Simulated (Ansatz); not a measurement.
**Is this AlGa2P3 structure a true minimum?**

The cell was found from a structure generator's guess, not taken from experiment.

Level of theory: DFT PBE, scalar-relativistic, plane waves, PAW in Ansatz. Plane waves to 420 eV, a k mesh through Γ of 12×12×2 on the computed 12-atom cell and Gaussian smearing (0.02 eV); no spin polarisation.

The cell below (12 atoms, space group P6_3mc (No. 186)) is relaxed within its symmetry.

```
Al Ga P
1.0
     3.88312    0.00000    0.00000
    -1.94156    3.36288    0.00000
     0.00000    0.00000   19.17770
Al Ga P
2 4 6
Direct
  0.66667 0.33333 0.83300
  0.33333 0.66667 0.33300
  0.66667 0.33333 0.16678
  0.66667 0.33333 0.50007
  0.33333 0.66667 0.00007
  0.33333 0.66667 0.66678
  0.66667 0.33333 0.29161
  0.66667 0.33333 0.62479
  0.66667 0.33333 0.95775
  0.33333 0.66667 0.12479
  0.33333 0.66667 0.45775
  0.33333 0.66667 0.79161
```

For the test it was strained at random (σ = 1.5 % a component), the atoms were moved at random (σ = 0.05 Å), and all was relaxed again on a coarse 6×6×1 mesh (in the run’s order of axes) with 0.10 eV smearing, with no symmetry imposed.

**Question.** Is the structure stable against such a distortion?

**Answer.** It returns, within 1 meV/atom of the unmoved cell on that mesh and with the same symmetry when read at 0.1 Å. No instability shows in this cell; modes of other wave vectors, which need another repeat, aren't tested.
